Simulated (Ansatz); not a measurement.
Relaxed-ion elastic tensor of BiPt (NiAs type, P6_3/mmc) in GPa (Voigt order), DFT-LDA in the program Ansatz with PAW potentials; density 15.17 g/cm³, 22.11 Å³ per atom.

```
 166   117  96.1   0.0   0.0   0.0
 117   166  96.1   0.0   0.0   0.0
96.1  96.1   242   0.0   0.0   0.0
 0.0   0.0   0.0  36.5   0.0   0.0
 0.0   0.0   0.0   0.0  36.5   0.0
 0.0   0.0   0.0   0.0   0.0  24.9
```

Problem. Is the crystal mechanically stable?

Solution. Yes: the smallest eigenvalue of C is 24.9 GPa.

Problem. Work out the Voigt, Reuss and Hill averages.

Solution. K_V = 133, K_R = 131, K_H = 132; G_V = 37.3, G_R = 33.1, G_H = 35.2 GPa.

Problem. Give Young's modulus, Poisson's ratio, Pugh's ratio and the universal anisotropy index.

Solution. E = 9KG/(3K + G) = 97.1 GPa; ν = 0.38; K/G = 3.73 (ductile by the Pugh limit of 1.75); A_U = 5G_V/G_R + K_V/K_R − 6 = 0.65.

Problem. Estimate the sound speeds and the Debye temperature.

Solution. v_l = √((K + 4G/3)/ρ) = 3430 m/s, v_t = √(G/ρ) = 1520 m/s, mean 1720 m/s; Θ = (h/k)(3n/4πV)^(1/3) v_m = 182 K.

Problem. Solve the Christoffel equation for the three sound speeds along x, y, z.

Solution. Eigenvalues of C_ijkl n_j n_l equal ρv². In km/s, slowest first: x 1.28, 1.55, 3.31; y 1.28, 1.55, 3.31; z 1.55, 1.55, 4.00.

Problem. How much does each axis shrink under pressure?

Solution. Linear compressibilities β_i = Σ_j S_ij (j = 1 to 3): x 2.9, y 2.9, z 1.8 per TPa.

The workflow started from a Materials Project entry (that database holds measured and hypothetical structures alike); the Crystallography Open Database files this formula in space group No. 194, but the cells were not matched. Whether it is the stable phase at ambient conditions was not checked. Symmetry was held in the LDA relaxation; of distortions, only those at the zone centre were tested. The run is not spin-polarised. As this level gives no gap, shear constants depend on the k-mesh and smearing (Fermi–Dirac, 0.1 eV here). Spin–orbit coupling is left out wherever it is not named.

Potentials: the later of the program's two PAW sets.
